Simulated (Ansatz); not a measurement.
The start is a generated trial cell of TiAl3 in the AFLOW prototype A3B_tI16_139_cde_e (D0_23, as in ZrAl3). A full variable-cell relaxation at zero pressure is run with r2SCAN (plane waves to 500 eV, PAW, scalar-relativistic; Ansatz, an electronic-structure program). The first steps use a coarse 12×12×12 k-mesh.

Initial structure:
```yaml
crystal:
  lattice:
    - [-1.92460, 1.92460, 8.31718]
    - [1.92460, -1.92460, 8.31718]
    - [1.92460, 1.92460, -8.31718]
  atoms:
    - { symbol: Al, position: [0.50000, 0.00000, 0.50000] }
    - { symbol: Al, position: [0.00000, 0.50000, 0.50000] }
    - { symbol: Al, position: [0.75000, 0.25000, 0.50000] }
    - { symbol: Al, position: [0.25000, 0.75000, 0.50000] }
    - { symbol: Al, position: [0.37498, 0.37498, 0.00000] }
    - { symbol: Al, position: [0.62502, 0.62502, 0.00000] }
    - { symbol: Ti, position: [0.11886, 0.11886, 0.00000] }
    - { symbol: Ti, position: [0.88114, 0.88114, 0.00000] }
```

Question: How much energy is released per atom?

Answer: Under 0.01 eV/atom.

Question: How does the volume change?

Answer: +0.9 %, from 15.40 to 15.55 Å³/atom.

Question: What does it relax into? Give the structure.

Answer: 
```cif
data_Al12Ti4
_chemical_formula_sum 'Al12 Ti4'
_space_group_name_H-M_alt 'I4/mmm'
_space_group_IT_number 139
_space_group_name_Hall '-I 4 2'
_cell_length_a 3.87709
_cell_length_b 3.87709
_cell_length_c 16.54753
_cell_angle_alpha 90.000
_cell_angle_beta 90.000
_cell_angle_gamma 90.000
loop_
_atom_site_label
_atom_site_type_symbol
_atom_site_symmetry_multiplicity
_atom_site_Wyckoff_symbol
_atom_site_fract_x
_atom_site_fract_y
_atom_site_fract_z
_atom_site_occupancy
Al1 Al 4 c 0.00000 0.50000 0.00000 1
Al2 Al 4 d 0.00000 0.50000 0.25000 1
Al3 Al 4 e 0.00000 0.00000 0.37498 1
Ti1 Ti 4 e 0.00000 0.00000 0.11916 1
```
(The calculation used a cell of 8 atoms; values per cell refer to that cell.)

The space group stays I4/mmm (No. 139) (the run could not lower it); the end is AFLOW prototype A3B_tI16_139_cde_e (D0_23, as in ZrAl3), with 8 atoms in the primitive cell. Final values are on a 17×17×17 k-mesh of the relaxed cell. No spin polarisation in the result.

The run could not lose the symmetry of its start.

The first start was generated by placing the elements on the sites of a structure type. Materials Project lists a structure of TiAl3 in the same space group, I4/mmm (No. 139); the sites were not compared with it, nor with measured phases.
